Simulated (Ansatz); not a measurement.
Computed with DFT PBE, scalar-relativistic, plane waves, PAW in Ansatz 0.2.0. All cells share a 420 eV cutoff and Γ-centred k meshes spaced at most about 0.3 Å⁻¹ (about 0.25 or finer for metals, 2π included). No spin polarisation in the final relaxations.

All energies are static (0 K, no zero-point motion).

Two relaxed structures of Ta4Br:

A.

```
Ta Br
1.0
    -2.41137    2.71287    4.20105
     2.41137   -2.71287    4.20105
     2.41137    2.71287   -4.20105
Ta Br
4 1
Direct
  0.58352 0.33579 0.24774
  0.08805 0.33579 0.75226
  0.91195 0.66421 0.24774
  0.41648 0.66421 0.75226
  0.00000 0.00000 0.00000
```

B.

```
Ta Br
1.0
     4.68292    0.00000    0.00000
     0.00000    4.68292    0.00000
     0.00000    0.00000    4.68292
Ta Br
4 1
Direct
  0.00000 0.50000 0.50000
  0.50000 0.50000 0.00000
  0.50000 0.00000 0.50000
  0.00000 0.00000 0.00000
  0.50000 0.50000 0.50000
```

Problem. Which is lower in energy, and by how much?

Solution. A is lower, by 237 meV/atom. A has space group Immm (No. 71), 22.0 Å³/atom and no gap on its mesh; B has space group Pm-3m (No. 221), 20.5 Å³/atom and no gap. Counting Ta atoms around Br (those within 1.25 times the shortest such distance or 1.15 times the sum of covalent radii), A has Br 12 and B has Br 6. The lower one is the more open, so pressure narrows the difference. Even the lower one lies +1.24 eV/atom against the reference forms of the elements (uncorrected), so neither is stable at this level. In A, around Ta lie 5 Ta at 2.69–2.81 Å and 3 Br at 3.10–3.13 Å; Br has 12 Ta at 3.10–3.13 Å. In B, around Ta on a site of symmetry 4/mmm lie 2 Br at 2.34 Å and 12 Ta at 3.31 Å; around Ta on a site of symmetry m-3m lie 12 Ta at 3.31 Å; around Br lie 6 Ta at 2.34 Å. Both come from invented guesses. A third cell relaxed alike, in I4/m, lies 0.69 eV/atom below the lower of the two.

These runs have no spin–orbit coupling, which can matter for Ta. Cells relaxed within their symmetry can be saddle points.
